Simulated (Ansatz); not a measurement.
**What strain does to KZnCl₃ (cubic perovskite)**

KZnCl₃ built on the cubic perovskite prototype, relaxed with r2SCAN in the PAW code Ansatz. It is cubic, Pm-3m (No. 221); conventional cell a = 4.900 Å, 23.53 Å³ an atom. K has 12 Cl at 3.46 Å; Zn has 6 Cl at 2.45 Å; Cl has 2 Zn at 2.45 Å and 4 K at 3.46 Å.

The axes x, y and z are those of this cell:
```
CELL_PARAMETERS angstrom
4.90012 0.00000 0.00000
0.00000 4.90012 0.00000
0.00000 0.00000 4.90012
ATOMIC_POSITIONS crystal
K 0.00000 0.00000 0.00000
Zn 0.50000 0.50000 0.50000
Cl 0.50000 0.50000 0.00000
Cl 0.50000 0.00000 0.50000
Cl 0.00000 0.50000 0.50000
```

Unstrained: PBE gives an indirect gap of 1.611 eV, from R to Γ; the least direct gap is 2.119 eV at Γ. With r2SCAN the valence top lies at R and the conduction bottom at Γ, 2.267 eV higher; the smallest vertical gap, at Γ, is 2.791 eV. The HSE06 gap is indirect, 3.106 eV (R to Γ), below the direct gap of 3.599 eV at Γ. Meshes: PBE 6×6×6, r2SCAN 6×6×6, HSE06 4×4×4. Strains are changes of length per length, and xy shears are angles. After each strain the atoms were relaxed again with r2SCAN within the symmetry that the strain leaves, so tilts or polar shifts that break it weren't tested; points keep the names that they have in the unstrained zone. All values are calculated for a non-magnetic cell, which may be hypothetical.

Changes of the least gap in eV (an overlap counts as a negative gap):

| strain | volume change (%) | space group | PBE | r2SCAN | HSE06 | energy rise, r2SCAN (meV/atom) |
| --- | --- | --- | --- | --- | --- | --- |
| uniaxial -4.0 % along x | -4.0 | P4/mmm | +0.035 | +0.041 | +0.082 | 9.4 |
| isotropic +2.5 % on every length | +7.7 | Pm-3m | -0.253 | -0.262 | -0.278 | 15.5 |
| isotropic +3.0 % on every length | +9.3 | Pm-3m | -0.302 | -0.314 | -0.333 | 22.1 |
| xy shear, engineering strain (angle) -1.5 % | 0.0 | Cmmm | -0.024 | -0.023 | -0.022 | 0.4 |

Uniaxial -4.0 % along x, other directions held. HSE06: the gap goes from 3.106 to 3.188 eV (+0.082 eV). Stress change with r2SCAN, compression positive: xx +3.35, yy +1.34, zz +1.34 GPa.

Isotropic +2.5 % on every length. HSE06: the gap goes from 3.106 to 2.828 eV (-0.278 eV). Stress change with r2SCAN, compression positive: xx -2.64, yy -2.64, zz -2.64 GPa. For HSE06, dE_g/d ln V = -3.8 eV over this step.

Isotropic +3.0 % on every length. HSE06: the gap goes from 3.106 to 2.773 eV (-0.333 eV). Stress change with r2SCAN, compression positive: xx -3.06, yy -3.06, zz -3.06 GPa. For HSE06, dE_g/d ln V = -3.8 eV over this step.

Xy shear, engineering strain (angle) -1.5 %. HSE06: the gap goes from 3.106 to 3.084 eV (-0.022 eV). Stress change with r2SCAN, compression positive: xx +0.01, yy +0.01, zz 0.00, xy +0.34 GPa.

The meshes of the hybrids are coarse, so their gaps aren't converged to the digits shown.
